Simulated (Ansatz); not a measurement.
KMgF₃ (cubic perovskite, space group No. 221) under volume change, r²SCAN in the plane-wave PAW code Ansatz, scaled uniformly.

| V (Å³/atom) | E − E(relaxed) (meV/atom) | P (GPa) |
|---|---|---|
| 11.506 | 29.6 | 9.07 |
| 11.885 | 12.4 | 5.53 |
| 12.265 | … | … |
| 12.644 | 0.0 | 0.00 |
| 13.023 | 2.6 | -2.15 |
| 13.403 | … | … |
| 13.782 | 21.3 | -5.54 |

Task: Fill in the missing entries.

Result: 
- 13.403, E − E(relaxed) (meV/atom): 9.9
- 13.403, P (GPa): -3.98
- 12.265, E − E(relaxed) (meV/atom): 2.9
- 12.265, P (GPa): 2.54

Task: What does a third-order Birch–Murnaghan fit give for V₀, B₀ and B′?

Result: V₀ = 12.64 Å³/atom, B₀ = 77.9 GPa, B′ = 4.5.

Space group Pm-3m (cubic perovskite). The cell was relaxed with r²SCAN under the symmetry of its start.

Potentials: the earlier of the program's two PAW sets. The files were generated under PBE; for other functionals the program regenerates the frozen cores, and for LDA and PBEsol the local potential too.
